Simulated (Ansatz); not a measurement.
WSe2 in space group P-6m2 (No. 187; W on 1a, Se on 2h), plane-wave PAW r²SCAN+D4 (Ansatz code), all energies at zero smearing, with the estimated change up to a 700 eV cutoff added, with one set of potentials and settings (totals compare only within such a set). Cell of 3 atoms (1 W, 2 Se): -21355.805 eV.

```tsv
element	reference phase	E (eV/atom)
W	Im-3m, 1 atoms in the cell	-10397.5157
Se	P3_121, 3 atoms in the cell	-5478.2513
```

Formation energy per atom, worked out: (-21355.805 − 1×(-10397.5157) − 2×(-5478.2513))/3 = -0.596 eV/atom (-57 kJ per mol of atoms), at 0 K, without zero-point energy or fitted corrections.

The workflow started from a Materials Project entry (that database holds measured and hypothetical structures alike); the Crystallography Open Database copy checked does not list it. It is not the phase usual at ambient conditions (space group No. 194). The cell keeps a stress of up to 0.2 GPa. The r²SCAN+D4 relaxation kept the symmetry of its start; its stability against distortions is not shown here. The run is not spin-polarised. The references are the lowest solids computed at this level, not always the standard phases. Spin–orbit coupling is left out wherever it is not named.

Potentials: the later of the program's two PAW sets.
